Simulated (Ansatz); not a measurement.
RbGeCl3:
```
RbGeCl3
1.0
    5.83231     0.00000     0.00000
    0.00000     6.98151     0.00000
   -2.17241     0.00000     7.66897
Rb Ge Cl
2 2 6
Direct
  0.32443   0.25000   0.70756
  0.67557   0.75000   0.29244
  0.07673   0.25000   0.12218
  0.92327   0.75000   0.87782
  0.67811   0.25000   0.12626
  0.32189   0.75000   0.87374
  0.81113   0.50513   0.67573
  0.18887   0.49487   0.32427
  0.18887   0.00513   0.32427
  0.81113   0.99487   0.67573
```

DFT-r²SCAN in the program Ansatz with PAW potentials gives a gap of 4.08 eV without spin–orbit coupling, maximum on the A–E line, 67 % of the way from A, minimum on the A–E line, 41 % of the way from A.

**Question.** What happens when spin–orbit coupling is switched on?

**Answer.** The gap drops by 0.01 eV, to 4.07 eV; maximum on the A–E line, 67 % of the way from A, minimum on the A–E line, 40 % of the way from A.

**Question.** Give the electron effective mass with spin–orbit coupling.

**Answer.** 0.66, 1.5, 2.6 mₑ (principal values).

**Question.** Give the hole effective mass with spin–orbit coupling.

**Answer.** 1.0, 3.5, 7.6 mₑ (principal values).

Space group P2_1/m. The workflow started from a Materials Project entry (that database holds measured and hypothetical structures alike); the Crystallography Open Database files this formula in space group No. 11, but the cells were not matched. Whether it is the stable phase at ambient conditions was not checked. The cell was relaxed with r²SCAN under the symmetry of its start; its stability against distortions is not shown here.

Potentials: the later of the program's two PAW sets.
